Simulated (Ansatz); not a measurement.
Starting cell, HfN (rock salt):

```
HfN
1.0
    0.00000     4.54789     4.54789
    2.27394     0.00000     2.27394
    2.27394     2.27394     0.00000
N Hf
2 2
Direct
  0.00000   0.00000   0.00000
  0.50000   0.00000   0.00000
  0.25000   0.50000   0.50000
  0.75000   0.50000   0.50000
```

In this cell atom 3 (Hf, nearest neighbour N at 2.274 Å; its periodic images, 3.2 Å or more away, move with it) is moved by u·(0.707, 0.707, 0.000) + v·(0.000, 0.000, 1.000); the rest is frozen.

Calculation: PBE (plane waves to 420 eV, PAW, scalar-relativistic; Ansatz, a first-principles code). k mesh 7×14×14 (Γ-centred), Fermi-Dirac smearing 0.05 eV. The energy includes the smearing's −TS. With partly filled bands, energies and forces of such displacements shift with the k mesh and the smearing. HfN is run without spin polarisation. HfN was relaxed with its symmetry unable to fall. Spin-orbit coupling is left out, though Hf is heavy. The last digit holds for this mesh only.

Changes of ΔE (meV/cell) from the point u = 0.000 Å, v = 0.000 Å when one coordinate moves alone (two changes are said to add if the coupling is within 5 % of the smaller one, nearly so within 20 %):

```json
[
 {"point": "u = 0.000 Å, v = -0.340 Å", "change": "762.5"},
 {"point": "u = 0.000 Å, v = -0.227 Å", "change": "298.7"},
 {"point": "u = 0.000 Å, v = -0.113 Å", "change": "68.9"},
 {"point": "u = -0.340 Å, v = 0.000 Å", "change": "569.5"},
 {"point": "u = -0.227 Å, v = 0.000 Å", "change": "251.4"},
 {"point": "u = -0.113 Å, v = 0.000 Å", "change": "63.0"},
 {"point": "u = 0.113 Å, v = 0.000 Å", "change": "63.0"},
 {"point": "u = 0.227 Å, v = 0.000 Å", "change": "251.4"},
 {"point": "u = 0.340 Å, v = 0.000 Å", "change": "569.5"},
 {"point": "u = 0.000 Å, v = 0.113 Å", "change": "68.9"},
 {"point": "u = 0.000 Å, v = 0.227 Å", "change": "298.7"},
 {"point": "u = 0.000 Å, v = 0.340 Å", "change": "762.5"}
]
```

**Question.** Do the two effects add at u = 0.113 Å, v = 0.113 Å? Give the computed change.

**Answer.** The sum of the single changes is 63.0 + (68.9) = 131.9; the calculation gives 130.7, so they add (within 5 % of the smaller single change).

**Question.** Do the two effects add at u = 0.340 Å, v = -0.340 Å? Give the computed change.

**Answer.** The sum of the single changes is 569.5 + (762.5) = 1332.0; the calculation gives 1259.7, so the coupling contributes -72.3 (under 20 % of the smaller single change, nearly additive).

**Question.** Do the two effects add at u = -0.113 Å, v = 0.340 Å? Give the computed change.

**Answer.** The sum of the single changes is 63.0 + (762.5) = 825.5; the calculation gives 817.2, so the coupling contributes -8.3 (under 20 % of the smaller single change, nearly additive).

(A displaced cell: forces are minus the slopes of the energy, force constants its curvatures, and phonons follow from these.)
